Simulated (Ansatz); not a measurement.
Computed with Ansatz 0.2.0, DFT, r2SCAN, plane waves (500 eV) with PAW, scalar-relativistic. The PAW files were generated under PBE, with cores re-solved for the functional.

An element in the bcc structure gives this curve. The cell is scaled uniformly from the relaxed one, with fractional coordinates and shape fixed. Energies are extrapolated to zero smearing, pressures are those at the given smearing. Magnetic state: spin not included.

```tsv
V (Å³/atom)	E − E₀ (meV/atom)	P (GPa)
26.486	55.9	5.72
27.690	22.6	3.32
28.894	5.2	1.47
30.098	0.0	0.02
31.302	4.4	-1.09
32.506	16.2	-1.96
33.710	33.8	-2.64
```

Problem. Which element is it?
A. indium
B. tin
C. thallium
D. mercury

Solution. C. Its fit is V₀ = 30.10 Å³/atom, B₀ = 32 GPa, B₀′ = 5.3.
